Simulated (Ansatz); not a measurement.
Sn (β-Sn type, space group No. 141) at seven volumes, the program Ansatz at the PBE level (PAW), shape and atoms relaxed at each. One row is withheld.

```
V (Å³/atom)  P (GPa)
-----------  -------
25.852          5.62
26.704          3.40
27.557             ?
28.409          0.00
29.261         -1.30
30.113         -2.39
30.966         -3.30
```

Q: Fit the shown pressures and predict the withheld one.

A: Third-order Birch–Murnaghan: P = (3/2)B₀(x^(7/2) − x^(5/2))[1 + (3/4)(B′ − 4)(x − 1)] with x = (V₀/V)^(2/3). Least squares on the six rows gives V₀ = 28.408 Å³/atom, B₀ = 47.26 GPa, B′ = 4.91. At V = 27.557, x = 1.0205 and P = 1.55 GPa. The run itself gave 1.55 GPa.

Space group I4_1/amd (β-Sn type). Symmetry was held in the PBE relaxation. Scalar-relativistic: spin–orbit coupling is off unless named, which matters more the heavier the elements.

Potentials: the earlier of the program's two PAW sets.
